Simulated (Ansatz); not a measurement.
HfO₂:
```
CELL_PARAMETERS angstrom
      0.00000     2.50052     2.50052
      2.50052     0.00000     2.50052
      2.50052     2.50052     0.00000
ATOMIC_POSITIONS crystal
  Hf 0.00000 0.00000 0.00000
  O  0.25000 0.25000 0.25000
  O  0.75000 0.75000 0.75000
```

Relaxed with LDA.

Task: Give the optical modes at the zone centre with their infrared and Raman activity from DFPT, plane-wave PAW LDA (Ansatz code).

Result: Transverse frequencies, without the LO–TO term; a row sums one degenerate level.

```json
[
 {"ω (cm⁻¹)": "248", "degeneracy": "3", "IR ((D/Å)²/amu)": "79.64", "Raman (Å⁴/amu)": "0", "activity": "IR", "symmetry": "T1u"},
 {"ω (cm⁻¹)": "596", "degeneracy": "3", "IR ((D/Å)²/amu)": "0.00", "Raman (Å⁴/amu)": "53", "activity": "Raman", "symmetry": "T2g"}
]
```

Task: How high does the top mode go among those that the LO–TO term moves?

Result: 630 cm⁻¹ for q along x.

Space group Fm-3m (fluorite). This is a known high-temperature phase of the composition, computed here at zero pressure and temperature. The LDA relaxation kept the symmetry of its start. At this level the phase is dynamically unstable (imaginary phonons). No spin polarisation was allowed. Scalar-relativistic: spin–orbit coupling is off unless named, which matters more the heavier the elements.

Potentials: the later of the program's two PAW sets.
